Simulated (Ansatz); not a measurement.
Input and command of a plane-wave DFT calculation in Ansatz:

```yaml
crystal:
  lattice:
    - [2.6980957102, 2.7379439967, 5.4539215225]
    - [-2.7111129811, -2.7195851739, 5.4512507466]
    - [8.3176425227, -5.6600232685, 2.7073507027]
  atoms:
    - { symbol: S, position: [0.5566285317, 0.8911114071, 0.6123546397] }
    - { symbol: S, position: [0.474741883, 0.3732058428, 0.8210141802] }
    - { symbol: S, position: [0.9714241853, 0.8804006154, 0.7889273654] }
    - { symbol: S, position: [0.3922507385, 0.8637713166, 0.0083882841] }
    - { symbol: S, position: [0.7600772634, 0.8628496676, 0.1986730889] }
    - { symbol: S, position: [0.7051078026, 0.3905797407, 0.3808176177] }
    - { symbol: S, position: [0.2002491028, 0.8881043062, 0.3856420215] }
    - { symbol: S, position: [0.0835967323, 0.3618855974, 0.5923091825] }
    - { symbol: S, position: [0.844433724, 0.3921992988, 0.0206465498] }
    - { symbol: S, position: [0.2733303312, 0.3625013261, 0.1833020268] }
    - { symbol: Cu, position: [0.4082790206, 0.0049611375, 0.1946964417] }
    - { symbol: Cu, position: [0.4958822293, 0.5011285357, 0.006013124] }
    - { symbol: Cu, position: [0.9109183433, 0.5100908802, 0.1941374842] }
    - { symbol: Zn, position: [0.1972684409, 0.9925916581, 0.5943496703] }
    - { symbol: Zn, position: [0.5916598278, 0.9989522957, 0.8086580921] }
    - { symbol: Ag, position: [0.0873629054, 0.4818243624, 0.8060231991] }
    - { symbol: Ag, position: [0.9999900976, 0.0026856813, 0.9965182466] }
    - { symbol: Ag, position: [0.3131429434, 0.4939097573, 0.3913218777] }
    - { symbol: Ag, position: [0.7982875236, 0.0034551551, 0.4041042058] }
    - { symbol: Ag, position: [0.6866589159, 0.4924893181, 0.6055956774] }
  symmetry: { detect: false }
basis:
  ecutwfc: 420
kpoints:
  mp_grid: { grid: [4, 4, 2] }
hamiltonian:
  xc: pbe
scf:
  occupations: { method: gaussian, width: 0.1 }
  lower_state_search: "off"
output:
  forces: true
  stress: true
  eigenvalues: true
relax:
  adjacent_minimum: "off"
  f_tol: 0.04
  max_steps: 25
  cell: { stress_tol: 0.3 }
```

```bash
ansatz run input.yaml --threads 4 --pin off --max-ram 9216MiB --backend cpu --events-out ev --progress --plain --runs-dir out
```

Processor: Intel(R) Xeon(R) 6975P-C (Granite Rapids), 4 threads, on a host shared with other jobs.

Question: How long does it run, and how much memory does it take?

Answer: About 82 s on 4 threads of Intel(R) Xeon(R) 6975P-C (Granite Rapids), on a shared host, peak memory 2 GiB. It solves 142 bands at 20 k points (the mesh reduced by the symmetry that the task leaves, which can be less than the crystal's) with about 8131 plane waves (on the last cell), in 29 SCF iterations over 4 ionic steps.
